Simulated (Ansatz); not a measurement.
Al:
```xyz
6
Lattice="0.0000 3.6873 3.6873 3.6873 0.0000 3.6873 3.6873 3.6873 0.0000" Properties=species:S:1:pos:R:3 pbc="T T T"
Al     5.5310     5.5310     5.5310
Al     3.6873     3.6873     3.6873
Al     2.7655     0.9218     2.7655
Al     0.9218     0.9218     0.9218
Al     0.9218     2.7655     2.7655
Al     2.7655     2.7655     0.9218
```

Relaxed with r²SCAN. Special points in fractions of this cell's reciprocal vectors: Γ (0.000, 0.000, 0.000); X (0.500, 0.000, 0.500); U (0.625, 0.250, 0.625); K (0.375, 0.375, 0.750); L (0.500, 0.500, 0.500); W (0.500, 0.250, 0.750).

Q: List the band energies nearest the Fermi level at these points for DFT-r²SCAN in the program Ansatz with PAW potentials.

A: In eV from the Fermi level; about four levels below and three above (degenerate sets whole), none deeper than 8.9 eV; points with the same levels are listed once.

| k | below | above |
|---|---|---|
| Γ | -0.64 -0.64 -0.31 -0.31 -0.31 | 0.03 8.93 8.93 8.93 |
| X | -6.21 -6.21 -5.98 -5.98 | 1.39 1.39 1.41 1.41 |
| U | -5.64 -3.14 -0.87 -0.62 | 0.11 0.30 2.39 |
| L | -3.98 -3.98 -3.86 -3.86 -3.29 | 0.50 1.14 1.14 |
| W | -3.15 -3.15 -2.26 -2.26 | 1.99 1.99 2.85 2.85 |

Space group Fd-3m. The start of the workflow was typed in or built on a structure type; neither database checked (COD, Materials Project) lists it. It is not the phase usual at ambient conditions (space group No. 225). Symmetry was held in the r²SCAN relaxation; whether a distortion lowers the energy is not shown.

Potentials: the earlier of the program's two PAW sets.
